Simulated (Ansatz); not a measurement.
Input for Ansatz (plane-wave DFT, PAW):

```yaml
crystal:
  lattice:
    - [2.9525883356, 0.0, 0.0]
    - [0.0, 4.1755904683, 0.0]
    - [0.0, 0.0, 24.381470839]
  atoms:
    - { symbol: Ta, position: [0.5, 0.5, 0.348625399] }
    - { symbol: Ta, position: [0.0, 0.0, 0.4091752394] }
    - { symbol: Ta, position: [0.5, 0.5, 0.4697250798] }
    - { symbol: Ta, position: [0.0, 0.0, 0.5302749202] }
    - { symbol: Ta, position: [0.5, 0.5, 0.5908247606] }
    - { symbol: Ta, position: [0.0, 0.0, 0.651374601] }
basis:
  ecutwfc: 420
kpoints:
  mp_grid: { grid: [10, 7, 1] }
hamiltonian:
  xc: pbesol
scf:
  occupations: { method: gaussian, width: 0.1 }
output:
  forces: true
  eigenvalues: true
relax:
  adjacent_minimum: "off"
  f_tol: 0.03
  max_steps: 70
  constraints: [{ sites: [0, 1, 2] }]
efield:
  axis: 3
  dipole_correction: true
  ramp_width: 0.04
```

Launched with
```bash
ansatz run input.yaml --threads 4 --pin off --max-ram 10240MiB --backend cpu --events-out ev --progress --plain --runs-dir out
```

Computed with DFT PBEsol, scalar-relativistic, plane waves, PAW (Ansatz).

From the run's log, abridged:

```
Pseudopotentials: kind: paw
Pseudopotential: Ta, paw, valence charge 13, recommended cutoff 420 eV (normal)
Functional definition: PBEsol
Crystal: 6 atoms, lattice volume = 300.594 Å³
Basis set: ecut = 420 eV, 5837 PW (Γ), exchange–correlation on 40×60×360 points (8 copies of the dense FFT grid, shifted against one another)
Bands: 47, of which v1, the nominal top of the filled ones, is band 39 counted from 1 (38 counted from 0)
Symmetry: 4 space group operations
k-points: 24 of 70
Initial density: superposition of atomic densities (neutral atoms: chi_scale 0, normalization atom), corrected by the library's trained network
Initial wavefunctions: pseudopotential atomic-orbital guess
Functional: x = pbesol(κ = 0.804, μ = 0.12345679), c = pbesol(β = 0.046)
SCF iter   1: F=—  HF=-58832.937970 eV  |F-HF|=—  |Δ(HF+E_count)|=         —  Δρ=4.57e-3  dr2=2.06e-1  ethr=1.77e-3  p=0.000 e·Å  D=1.34e-13 V/Å  ΔV_dip= 0.00 eV  dr2_dipole=1.42e-8  V_vac-E_F(+/−)=4.21/4.21 eV  ⟨swp⟩=9.3  Hψ=5424  notcnv=0
efield: sawtooth ramp at fractional position 0.9800 (placed from the atoms, in the widest stretch of the axis that holds none; the zero of the levels goes with the place), width 0.0400; the density the first Hamiltonian is built on has a dipole p = 0.000 e·Å; the dipole correction subtracts the counter field D = 1.34e-13 V/Å, which shifts the + side's vacuum level by  0.00 eV against the − side's; the planar-averaged density in the ramp window peaks in size at 4.7e-5 e/Å³
SCF iter   2: F=—  HF=-58832.919325 eV  |F-HF|=—  |Δ(HF+E_count)|=   1.86e-2  Δρ=1.50e-3  dr2=1.72e-2  ethr=2.64e-4  p= 0.000 e·Å  D=-4.89e-5 V/Å  ΔV_dip=0.00 eV  dr2_dipole=8.98e-8  V_vac-E_F(+/−)=3.95/3.94 eV  ⟨swp⟩=2.2  Hψ=1596  notcnv=0  defer=13
SCF iter   3: F=—  HF=-58832.920492 eV  |F-HF|=—  |Δ(HF+E_count)|=   1.17e-3  Δρ=5.11e-4  dr2=5.94e-3  ethr=2.20e-5  p= 0.000 e·Å  D=-2.83e-5 V/Å  ΔV_dip=0.00 eV  dr2_dipole=1.60e-7  V_vac-E_F(+/−)=3.95/3.95 eV  ⟨swp⟩=2.0  Hψ=1637  notcnv=0  defer=13
SCF iter   4: F=—  HF=-58832.920153 eV  |F-HF|=—  |Δ(HF+E_count)|=   3.39e-4  Δρ=2.19e-4  dr2=5.14e-4  ethr=7.61e-6  p= 0.000 e·Å  D=-1.68e-5 V/Å  ΔV_dip=0.00 eV  dr2_dipole=8.42e-8  V_vac-E_F(+/−)=3.90/3.90 eV  ⟨swp⟩=2.0  Hψ=1225  notcnv=0  defer=11
SCF iter   5: F=—  HF=-58832.920130 eV  |F-HF|=—  |Δ(HF+E_count)|=   2.34e-5  Δρ=6.34e-5  dr2=4.59e-5  ethr=6.59e-7  p= 0.000 e·Å  D=-6.55e-6 V/Å  ΔV_dip=0.00 eV  dr2_dipole=2.51e-10  V_vac-E_F(+/−)=3.88/3.88 eV  ⟨swp⟩=2.0  Hψ=1426  notcnv=0  defer=11
SCF iter   6: F=-58832.920133 eV  HF=-58832.920135 eV  |F-HF|=1.72e-6  |Δ(HF+E_count)|=   5.08e-6  Δρ=1.99e-5  dr2=3.76e-6  ethr=2.88e-8  p= 0.000 e·Å  D=-3.84e-6 V/Å  ΔV_dip=0.00 eV  dr2_dipole=9.60e-11  V_vac-E_F(+/−)=3.87/3.87 eV  ⟨swp⟩=14.2  Hψ=5456  notcnv=0
SCF 1 converged in 6 iterations: F = -58832.920133 eV  dr2 = 3.76e-6
relax step   1: F+E_penalty+E_count = -58832.92013296 eV  Δ(F+E_penalty+E_count) = +0.000e0 eV  max|allowed force component| = 1.674e0 eV/Å  Δτ_max = 0.0000 Å  (6 SCF iters, dr2 threshold 2.25e-5 eV, accepted)
Initial density: handed on by an earlier stage of this run
Initial wavefunctions: those handed on with the density
SCF iter   1: F=—  HF=-58833.176942 eV  |F-HF|=—  |Δ(HF+E_count)|=         —  Δρ=1.00e-2  dr2=2.97e0  ethr=3.10e-3  p= 0.000 e·Å  D=-1.80e-6 V/Å  ΔV_dip=0.00 eV  dr2_dipole=9.09e-1  V_vac-E_F(+/−)=3.92/3.92 eV  ⟨swp⟩=6.1  Hψ=2930  notcnv=1  defer=22
efield: sawtooth ramp at fractional position 0.9800 (handed on by an earlier solve), width 0.0400; the density the first Hamiltonian is built on has a dipole p =  0.000 e·Å; the dipole correction subtracts the counter field D = -1.80e-6 V/Å, which shifts the + side's vacuum level by +0.00 eV against the − side's; the planar-averaged density in the ramp window peaks in size at 6.5e-6 e/Å³
SCF iter   2: F=—  HF=-58833.084222 eV  |F-HF|=—  |Δ(HF+E_count)|=   9.27e-2  Δρ=3.55e-3  dr2=2.86e-1  ethr=3.10e-3  p=-0.005 e·Å  D=-2.93e-3 V/Å  ΔV_dip=0.07 eV  dr2_dipole=9.38e-2  V_vac-E_F(+/−)=3.92/3.85 eV  ⟨swp⟩=1.8  Hψ=1388  notcnv=0  defer=27
SCF iter   3: F=—  HF=-58833.076198 eV  |F-HF|=—  |Δ(HF+E_count)|=   8.02e-3  Δρ=2.20e-3  dr2=3.88e-2  ethr=3.66e-4  p=-0.013 e·Å  D=-8.13e-3 V/Å  ΔV_dip=0.20 eV  dr2_dipole=5.16e-6  V_vac-E_F(+/−)=4.06/3.86 eV  ⟨swp⟩=2.2  Hψ=1841  notcnv=0  defer=33
SCF iter   4: F=—  HF=-58833.068259 eV  |F-HF|=—  |Δ(HF+E_count)|=   7.94e-3  Δρ=3.66e-4  dr2=1.07e-3  ethr=4.98e-5  p=-0.010 e·Å  D=-6.14e-3 V/Å  ΔV_dip=0.15 eV  dr2_dipole=4.63e-6  V_vac-E_F(+/−)=4.00/3.85 eV  ⟨swp⟩=2.4  Hψ=1843  notcnv=0  defer=32
SCF iter   5: F=-58833.068143 eV  HF=-58833.068167 eV  |F-HF|=2.40e-5  |Δ(HF+E_count)|=   9.17e-5  Δρ=9.93e-5  dr2=4.79e-5  ethr=1.28e-7  p=-0.010 e·Å  D=-5.92e-3 V/Å  ΔV_dip=0.14 eV  dr2_dipole=7.01e-6  V_vac-E_F(+/−)=4.00/3.86 eV  ⟨swp⟩=14.3  Hψ=6999  notcnv=0
SCF 2 converged in 5 iterations: F = -58833.068143 eV  dr2 = 4.79e-5
relax step   2: F+E_penalty+E_count = -58833.06814322 eV  Δ(F+E_penalty+E_count) = -1.480e-1 eV  max|allowed force component| = 6.824e-1 eV/Å  Δτ_max = 0.1950 Å  (5 SCF iters, dr2 threshold 1.00e-4 eV, accepted)
SCF iter   1: F=—  HF=-58833.139610 eV  |F-HF|=—  |Δ(HF+E_count)|=         —  Δρ=5.10e-3  dr2=1.07e0  ethr=1.52e-3  p=-0.010 e·Å  D=-5.92e-3 V/Å  ΔV_dip=0.14 eV  dr2_dipole=2.94e-1  V_vac-E_F(+/−)=4.00/3.86 eV  ⟨swp⟩=1.0  Hψ=3497  notcnv=0  defer=36
efield: sawtooth ramp at fractional position 0.9800 (handed on by an earlier solve), width 0.0400; the density the first Hamiltonian is built on has a dipole p = -0.010 e·Å; the dipole correction subtracts the counter field D = -5.92e-3 V/Å, which shifts the + side's vacuum level by +0.14 eV against the − side's; the planar-averaged density in the ramp window peaks in size at 1.0e-5 e/Å³
SCF iter   2: F=—  HF=-58833.108340 eV  |F-HF|=—  |Δ(HF+E_count)|=   3.13e-2  Δρ=1.71e-3  dr2=2.15e-2  ethr=1.37e-3  p= 0.000 e·Å  D=-3.43e-5 V/Å  ΔV_dip=0.00 eV  dr2_dipole=2.64e-4  V_vac-E_F(+/−)=3.88/3.87 eV  ⟨swp⟩=1.3  Hψ=1110  notcnv=0  defer=36
SCF iter   3: F=—  HF=-58833.106355 eV  |F-HF|=—  |Δ(HF+E_count)|=   1.99e-3  Δρ=8.55e-4  dr2=1.43e-2  ethr=2.76e-5  p=-0.004 e·Å  D=-2.45e-3 V/Å  ΔV_dip=0.06 eV  dr2_dipole=2.13e-3  V_vac-E_F(+/−)=3.93/3.87 eV  ⟨swp⟩=3.0  Hψ=1970  notcnv=0  defer=36
SCF iter   4: F=—  HF=-58833.105324 eV  |F-HF|=—  |Δ(HF+E_count)|=   1.03e-3  Δρ=1.57e-4  dr2=1.80e-4  ethr=1.83e-5  p=-0.003 e·Å  D=-1.88e-3 V/Å  ΔV_dip=0.05 eV  dr2_dipole=7.83e-5  V_vac-E_F(+/−)=3.92/3.87 eV  ⟨swp⟩=2.1  Hψ=1465  notcnv=0  defer=36
SCF iter   5: F=-58833.105350 eV  HF=-58833.105356 eV  |F-HF|=5.68e-6  |Δ(HF+E_count)|=   3.22e-5  Δρ=5.46e-5  dr2=1.58e-5  ethr=3.73e-8  p=-0.004 e·Å  D=-2.39e-3 V/Å  ΔV_dip=0.06 eV  dr2_dipole=2.68e-6  V_vac-E_F(+/−)=3.93/3.87 eV  ⟨swp⟩=13.6  Hψ=6792  notcnv=0
SCF 3 converged in 5 iterations: F = -58833.105350 eV  dr2 = 1.58e-5
relax step   3: F+E_penalty+E_count = -58833.10535015 eV  Δ(F+E_penalty+E_count) = -3.721e-2 eV  max|allowed force component| = 6.250e-2 eV/Å  Δτ_max = 0.1007 Å  (5 SCF iters, dr2 threshold 2.91e-5 eV, accepted)
SCF iter   1: F=—  HF=-58833.105438 eV  |F-HF|=—  |Δ(HF+E_count)|=         —  Δρ=3.35e-4  dr2=2.10e-3  ethr=8.35e-5  p=-0.004 e·Å  D=-2.39e-3 V/Å  ΔV_dip=0.06 eV  dr2_dipole=7.70e-4  V_vac-E_F(+/−)=3.93/3.87 eV  ⟨swp⟩=1.2  Hψ=1520  notcnv=0
efield: sawtooth ramp at fractional position 0.9800 (handed on by an earlier solve), width 0.0400; the density the first Hamiltonian is built on has a dipole p = -0.004 e·Å; the dipole correction subtracts the counter field D = -2.39e-3 V/Å, which shifts the + side's vacuum level by +0.06 eV against the − side's; the planar-averaged density in the ramp window peaks in size at 9.7e-6 e/Å³
SCF iter   2: F=—  HF=-58833.105430 eV  |F-HF|=—  |Δ(HF+E_count)|=   8.71e-6  Δρ=1.19e-4  dr2=9.87e-5  ethr=2.69e-6  p=-0.004 e·Å  D=-2.42e-3 V/Å  ΔV_dip=0.06 eV  dr2_dipole=4.91e-6  V_vac-E_F(+/−)=3.93/3.87 eV  ⟨swp⟩=2.0  Hψ=1472  notcnv=0
SCF iter   3: F=—  HF=-58833.105702 eV  |F-HF|=—  |Δ(HF+E_count)|=   2.72e-4  Δρ=6.77e-5  dr2=4.40e-5  ethr=1.27e-7  p=-0.004 e·Å  D=-2.42e-3 V/Å  ΔV_dip=0.06 eV  dr2_dipole=1.64e-7  V_vac-E_F(+/−)=3.93/3.87 eV  ⟨swp⟩=3.0  Hψ=2053  notcnv=0
SCF iter   4: F=—  HF=-58833.105695 eV  |F-HF|=—  |Δ(HF+E_count)|=   6.65e-6  Δρ=1.22e-5  dr2=1.48e-6  ethr=5.64e-8  p=-0.004 e·Å  D=-2.48e-3 V/Å  ΔV_dip=0.06 eV  dr2_dipole=1.42e-7  V_vac-E_F(+/−)=3.93/3.87 eV  ⟨swp⟩=2.0  Hψ=1834  notcnv=0
SCF iter   5: F=-58833.105695 eV  HF=-58833.105696 eV  |F-HF|=2.24e-8  |Δ(HF+E_count)|=   2.79e-7  Δρ=3.06e-6  dr2=6.79e-8  ethr=1.28e-10  p=-0.004 e·Å  D=-2.52e-3 V/Å  ΔV_dip=0.06 eV  dr2_dipole=2.56e-8  V_vac-E_F(+/−)=3.93/3.87 eV  ⟨swp⟩=11.2  Hψ=5972  notcnv=0
SCF 4 converged in 5 iterations: F = -58833.105695 eV  dr2 = 6.79e-8
relax step   4: F+E_penalty+E_count = -58833.10569550 eV  Δ(F+E_penalty+E_count) = -3.453e-4 eV  max|allowed force component| = 9.613e-3 eV/Å  Δτ_max = 0.0064 Å  (5 SCF iters, accepted)
SCF converged after 5 iterations
Free energy (F): -58833.105695 eV
Harris-Foulkes:  -58833.105696 eV  (|F-HF|=2.24e-8)
Internal energy: -58833.058873 eV  (E = F + TS)
E sigma→0 (E₀):  -58833.082284 eV
Entropy (-TS):   -0.046823 eV (-7.804 meV/atom)
Fermi energy:    4.391120 eV
Dipole field:    D = -0.002700 V/Å  (p = -0.004486 e·Å, saw-weighted, corrected)
Work function:   Φ+ = 3.9358 eV   Φ− = 3.8700 eV
Levels:          The Fermi level and band energies are counted from a zero that moves with the ramp; work functions are not
--- Per-component energies (eV) ---
  E_band       = -1761.816507
  E_kinetic    = 2184.334631
  E_local      = -78048.577873  (includes V_loc(G=0)·N_el)
  E_nonlocal   = 103.998433
  E_hartree    = 37949.180249
  E_xc         = -1293.936971
  E_vxc        = -1212.405691  (∫ρ·V_xc dr)
  E_paw        = -49633.137734  (= ΣΔE_a)
  E_vpaw       = -687.562515  (= ΣTr[D̂ρ^β])
  E_aug_tail   = 0.000897  (compensation charges beyond the density's cutoff)
  E_efield     = 0.000006  (sawtooth field / dipole correction)
  E_vefield    = -0.003278  (∫n·V_field dr)
  E_ewald      = 29903.797610
  E_core_change = 1.281879  (= ΣΔE_core)
  E_smearing   = -0.046823  (= −TS)
--- Forces (eV/Å), atoms counted from 1 ---
  atom   1  Ta     0.00000000     0.00000000     1.43669200
  atom   2  Ta     0.00000000     0.00000000    -1.65249268
  atom   3  Ta     0.00000000     0.00000000     0.20121372
  atom   4  Ta     0.00000000     0.00000000    -0.00463343
  atom   5  Ta     0.00000000     0.00000000     0.00961286
  atom   6  Ta     0.00000000     0.00000000     0.00959351
--- Band table (eV; the first three rows and the last of 24) ---
  k-point 0: bands = ["-63.5560", "-63.3039", "-63.1294", "-63.0490", "-63.0131", "-62.9682", "-30.2145", "-30.2046", "-30.1651", "-30.0690", "-29.8685", "-29.7817", "-29.6706", "-29.5876", "-29.5792", "-29.5556", "-29.5497", "-29.3993", "-29.2842", "-29.2517", "-29.2222", "-29.1538", "-29.1345", "-29.0886", "-3.3374", "-1.9607", "-0.1680", "0.2019", "1.0233", "1.2699", "1.4541", "2.2747", "2.7577", "3.2258", "3.5771", "4.0763", "4.1218", "4.3621", "4.5012", "4.5953", "4.9267", "5.2774", "5.3168", "5.5145", "5.6443", "6.2266", "6.5280"]
  k-point 1: bands = ["-63.5555", "-63.3016", "-63.1275", "-63.0475", "-63.0148", "-62.9726", "-30.2548", "-30.2141", "-30.1434", "-30.0460", "-29.9473", "-29.7160", "-29.6648", "-29.6601", "-29.5505", "-29.5406", "-29.4503", "-29.3890", "-29.3318", "-29.2537", "-29.1892", "-29.1680", "-29.1662", "-29.1062", "-3.0737", "-1.7725", "-0.1698", "0.2871", "1.0088", "1.1413", "1.3982", "2.3038", "2.8966", "3.2943", "3.6231", "3.9327", "4.3271", "4.3668", "4.6629", "4.9806", "5.0108", "5.1700", "5.2657", "5.3225", "5.5735", "5.7991", "6.3136"]
  k-point 2: bands = ["-63.5544", "-63.2963", "-63.1230", "-63.0434", "-63.0183", "-62.9841", "-30.2996", "-30.2566", "-30.1304", "-30.0015", "-29.9895", "-29.7827", "-29.6518", "-29.6083", "-29.5020", "-29.4606", "-29.4028", "-29.3591", "-29.3566", "-29.2581", "-29.2257", "-29.1985", "-29.1813", "-29.1532", "-2.3271", "-1.2567", "-0.1712", "0.3485", "0.6303", "0.8140", "1.7397", "2.5710", "3.1632", "3.3852", "3.5515", "3.8263", "4.4099", "4.5822", "4.8721", "4.9051", "5.0783", "5.2343", "5.3208", "5.3907", "5.4728", "5.6753", "5.9685"]
  k-point 23: bands = ["-63.5204", "-63.2574", "-63.0850", "-63.0042", "-62.9835", "-62.9657", "-30.3165", "-30.2784", "-30.2073", "-30.2000", "-30.1193", "-30.0381", "-29.9705", "-29.9505", "-29.7394", "-29.6426", "-29.5826", "-29.5375", "-29.4272", "-29.3938", "-29.3570", "-29.3098", "-29.2834", "-29.2750", "0.1820", "0.2250", "1.3091", "1.4087", "1.7180", "1.8367", "2.5798", "2.7112", "2.7973", "2.9882", "3.6210", "3.7910", "3.9816", "4.2645", "4.4151", "4.5108", "4.7221", "4.9978", "5.9586", "5.9961", "6.0398", "6.0524", "6.5488"]
--- Relaxed structure (4 steps of the walk, 4 accepted, 0 SCFs on fresh bases) ---
  F+E_penalty+E_count = -58833.10569550 eV   max|allowed force component| = 9.613e-3 eV/Å
  atoms:
    - { symbol: Ta, position: [0.49999999, 0.5, 0.348625399] }
    - { symbol: Ta, position: [0.0, 0.0, 0.4091752394] }
    - { symbol: Ta, position: [0.49999999, 0.5, 0.4697250798] }
    - { symbol: Ta, position: [0.0, 0.0, 0.52963526] }
    - { symbol: Ta, position: [0.49999999, 0.5, 0.59447485] }
    - { symbol: Ta, position: [0.0, 0.0, 0.64451996] }
```

The relaxation met its thresholds.

The run took 59 s on 4 threads of Intel(R) Xeon(R) Processor @ 2.50GHz (Skylake/Cascade Lake) (shared host), peak memory 0.8 GiB.

Spin–orbit coupling is left out, which can shift energies with elements as heavy as these.